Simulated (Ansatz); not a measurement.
Mg2Si:
```
Mg2Si
1.0
    0.00000     3.16294     3.16294
    3.16294     0.00000     3.16294
    3.16294     3.16294     0.00000
Si Mg
1 2
Direct
  0.00000   0.00000   0.00000
  0.25000   0.25000   0.25000
  0.75000   0.75000   0.75000
```

Relaxed with PBEsol.

Task: Give the Bader charges and basin volumes of the independent atoms, the program Ansatz at the PBEsol level (PAW).

Result: 

```
atom  Bader charge (e)  Bader volume (Å³)
----  ----------------  -----------------
Si1              -2.95               47.6
Mg2              +1.47                7.8
```

Space group Fm-3m (fluorite or antifluorite type). The cell was relaxed with PBEsol under the symmetry of its start.

Potentials: the later of the program's two PAW sets.
